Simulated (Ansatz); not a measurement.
A relaxation computed with Ansatz, from input to last step.

```yaml
crystal:
  lattice:
    - [5.38, 0.0, 0.0]
    - [0.0, 5.38, 0.0]
    - [0.0, 0.0, 5.38]
  atoms:
    - { symbol: Pb, position: [0.25, 0.25, 0.25] }
    - { symbol: Pb, position: [0.75, 0.75, 0.25] }
    - { symbol: Pb, position: [0.25, 0.75, 0.75] }
    - { symbol: Pb, position: [0.75, 0.25, 0.75] }
    - { symbol: O, position: [0.0, 0.0, 0.0] }
    - { symbol: O, position: [0.5, 0.5, 0.5] }
basis:
  ecutwfc: 500
kpoints:
  mp_grid: { grid: [8, 8, 8] }
hamiltonian:
  xc: r2scan
scf:
  occupations: { method: gaussian, width: 0.1 }
output:
  forces: true
  stress: true
  eigenvalues: true
relax:
  adjacent_minimum: "off"
  f_tol: 0.005
  max_steps: 80
  cell: { stress_tol: 0.05 }
```

```bash
ansatz run input.yaml --threads 1 --pin off --max-ram 2560MiB --backend cpu --events-out ev --progress --plain --runs-dir out
```

All numbers below come from Ansatz, DFT r2SCAN, scalar-relativistic, plane waves, PAW.

Of 4 frames 3 are shown, positions in Å and forces in eV/Å; the SCF threshold varies from step to step. Steps run on the plane waves of an earlier cell, with a Pulay correction in the pressure. The basis is chosen afresh for the last frame, the zero of the energies, and at times for earlier ones too; energy and pressure step there, also at an unchanged geometry.

```xyz
6
Lattice="5.3800 0.0000 0.0000 0.0000 5.3800 0.0000 0.0000 0.0000 5.3800" Properties=species:S:1:pos:R:3:forces:R:3 pbc="T T T" step=1 free_energy_over_end_meV_per_atom=1.39 pressure_GPa=0.99
Pb    1.3450    1.3450    1.3450    0.0000    0.0000    0.0000
Pb    4.0350    4.0350    1.3450    0.0000    0.0000    0.0000
Pb    1.3450    4.0350    4.0350    0.0000    0.0000    0.0000
Pb    4.0350    1.3450    4.0350    0.0000    0.0000    0.0000
O     0.0000    0.0000    0.0000    0.0000    0.0000    0.0000
O     2.6900    2.6900    2.6900    0.0000    0.0000    0.0000
6
Lattice="5.4317 0.0000 0.0000 0.0000 5.4317 0.0000 0.0000 0.0000 5.4317" Properties=species:S:1:pos:R:3:forces:R:3 pbc="T T T" step=2 free_energy_over_end_meV_per_atom=0.65 pressure_GPa=-0.59
Pb    1.3579    1.3579    1.3579    0.0000    0.0000    0.0000
Pb    4.0738    4.0738    1.3579    0.0000    0.0000    0.0000
Pb    1.3579    4.0738    4.0738    0.0000    0.0000    0.0000
Pb    4.0738    1.3579    4.0738    0.0000    0.0000    0.0000
O     0.0000    0.0000    0.0000    0.0000    0.0000    0.0000
O     2.7159    2.7159    2.7159    0.0000    0.0000    0.0000
6
Lattice="5.4121 0.0000 0.0000 0.0000 5.4121 0.0000 0.0000 0.0000 5.4121" Properties=species:S:1:pos:R:3:forces:R:3 pbc="T T T" step=4 free_energy_over_end_meV_per_atom=0.00 pressure_GPa=-0.02
Pb    1.3530    1.3530    1.3530    0.0000    0.0000    0.0000
Pb    4.0591    4.0591    1.3530    0.0000    0.0000    0.0000
Pb    1.3530    4.0591    4.0591    0.0000    0.0000    0.0000
Pb    4.0591    1.3530    4.0591    0.0000    0.0000    0.0000
O     0.0000    0.0000    0.0000    0.0000    0.0000    0.0000
O     2.7061    2.7061    2.7061    0.0000    0.0000    0.0000
```

Time: 5 min on 1 thread of Intel(R) Xeon(R) Processor @ 2.50GHz (Skylake/Cascade Lake), with other jobs on the host, peak memory 0.81 GiB.

Spin–orbit coupling is left out, which can shift energies with elements as heavy as these.